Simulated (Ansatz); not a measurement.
CdTe:
```xyz
4
Lattice="4.5248 0.0000 0.0000 -2.2624 3.9186 0.0000 0.0000 0.0000 7.4267" Properties=species:S:1:pos:R:3 pbc="T T T"
Cd     0.0000     2.6124     3.7164
Cd     2.2624     1.3062     0.0031
Te     2.2624     1.3062     2.7819
Te     0.0000     2.6124     6.4952
```

Cartesian axes are those of the cell as given.

Question: Give the proper piezoelectric stress tensor with relaxed ions from DFT-LDA in the program Ansatz with PAW potentials.

Answer: In C/m², rows x, y, z, Voigt columns; mesh uncertainty up to 0.01.
```
 0.00   0.00   0.00   0.00  -0.04   0.00
 0.00   0.00   0.00  -0.04   0.00   0.00
-0.08  -0.08   0.06   0.00   0.00   0.00
```

The elastic tensor of the same run (GPa):

```
66.8  38.2  31.2   0.0   0.0   0.0
38.2  66.8  31.2   0.0   0.0   0.0
31.2  31.2  78.2   0.0   0.0   0.0
 0.0   0.0   0.0  12.4   0.0   0.0
 0.0   0.0   0.0   0.0  12.4   0.0
 0.0   0.0   0.0   0.0   0.0  14.3
```

Question: Convert to strain constants d = e·S.

Answer: In pC/N:
```
 0.0   0.0   0.0   0.0  -3.2   0.0
 0.0   0.0   0.0  -3.2   0.0   0.0
-1.3  -1.3   1.9   0.0   0.0   0.0
```

Space group P6_3mc (wurtzite). The first step of the workflow began from a Materials Project structure, measured or hypothetical; the Crystallography Open Database copy checked does not list it. It is not the phase usual at ambient conditions (space group No. 216). The cell was relaxed with LDA under the symmetry of its start; its stability against distortions is not shown here. Signs of piezoelectric constants follow the polarity of the cell as given. Spin–orbit coupling is left out wherever it is not named.

Potentials: the earlier of the program's two PAW sets. The files were generated under PBE; for other functionals the program regenerates the frozen cores, and for LDA and PBEsol the local potential too.
